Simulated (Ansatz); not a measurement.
Consider the following.

Bi₂TeO₂:
```
CELL_PARAMETERS angstrom
     -1.96804     1.96804     6.25168
      1.96804    -1.96804     6.25168
      1.96804     1.96804    -6.25168
ATOMIC_POSITIONS crystal
  Bi 0.15223 0.15223 0.00000
  Bi 0.84777 0.84777 0.00000
  Te 0.50000 0.50000 0.00000
  O  0.25000 0.75000 0.50000
  O  0.75000 0.25000 0.50000
```

This is the LDA-relaxed structure.

Q: All from DFT-LDA in the program Ansatz with PAW potentials, unless another level is named. Predict the electronic character.

A: no gap, with almost no states at the Fermi level (zero-gap or semimetallic).

Q: Predict the formation energy from the elements (no fitted shifts).

A: -0.97 eV/atom.

Space group I4/mmm. The workflow started from a Materials Project entry (that database holds measured and hypothetical structures alike); the Crystallography Open Database copy checked does not list it. Its standing as an ambient phase is unchecked. The LDA relaxation kept the symmetry of its start; its stability against distortions is not shown here. A small band overlap can be real or an error of a semilocal functional. The references are the lowest solids computed at this level, not always the standard phases (solids in place of the gases). Spin–orbit coupling is left out wherever it is not named.

Potentials: the later of the program's two PAW sets.
